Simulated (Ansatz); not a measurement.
AlRu (CsCl type)

```xyz
2
Lattice="3.0037 0.0000 0.0000 0.0000 3.0037 0.0000 0.0000 0.0000 3.0037" Properties=species:S:1:pos:R:3 pbc="T T T"
Al     0.0000     0.0000     0.0000
Ru     1.5019     1.5019     1.5019
```

Equation-of-state scan: isotropic scaling of the cell above, V₀ being its volume. Symmetry pins the atoms to their sites.

All values below come from PBE (plane waves to 420 eV, PAW, scalar-relativistic; Ansatz, a first-principles code). k mesh 15×15×15 (Γ-centred), Fermi-Dirac smearing 0.05 eV. Compression counts positive. AlRu is run without spin polarisation. AlRu was relaxed with its symmetry unable to fall.

At one point of the scan the stress tensor (GPa) is:

```
    9.1      0.0      0.0
    0.0      9.1      0.0
    0.0      0.0      9.1
```

**Question.** Which point is it?
A) V/V₀ = 0.990
B) V/V₀ = 0.960
C) V/V₀ = 0.980
D) V/V₀ = 0.940

**Answer.** B, V/V₀ = 0.960

(A scan under strain: stresses follow from slopes of the energy per volume, elastic moduli from its curvatures.)
